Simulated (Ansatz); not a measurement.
**SnSe: energy along a strain**

SnSe, Fm-3m, a = 6.020 Å. This isn't the usual stable structure of the compound. Ansatz: r2SCAN, PAW, 500 eV, Γ-centred 10×10×10 mesh on 2 atoms, Gaussian smearing 0.05 eV; no spin polarisation. Cell vectors (Å): 0.000 3.010 3.010; 3.010 0.000 3.010; 3.010 3.010 0.000. The cell is strained by x per cent times the pattern (1 0 0 0 0 0) in the order xx yy zz yz xz xy (engineering shears), with fractional coordinates held. y is the free energy over the start, V0 = 27.271 Å³/atom. Points with a strain past 8.5 % were computed too (3) and aren't used here.

| x (%) | y (meV/atom) |
| --- | --- |
| -7.50 | 87.99 |
| -5.00 | 35.14 |
| -2.50 | 7.83 |
| 0.00 | 0.00 |
| 2.50 | ? |
| 5.00 | 23.54 |
| 7.50 | 47.60 |

Question: Fit y = c2 x² + c3 x³ to the other rows, get the stiffness along the pattern, and predict the missing energy.

Answer: Least squares on the rows shown. y = 1.1997 x² − 0.047734 x³. The clamped-ion stiffness p·C·p = 2 × 12.00 eV × 160.2 / 27.271 Å³ = 141 GPa, which is C11 in these axes. With a term in x⁴ added, the coefficient of x² becomes 1.146, 4 % less, which shows how far this figure hangs on the form. At x = 2.50 the fit asked for gives 6.75 meV/atom. The run gave 6.59 meV/atom, so the fit is 0.16 meV/atom too high, within the rms miss on the fitted rows (0.51 meV/atom).

Cost: 10 runs of about 2.1 core-minutes in all, on Intel Xeon Platinum 8259CL (Skylake/Cascade Lake) (shared hosts).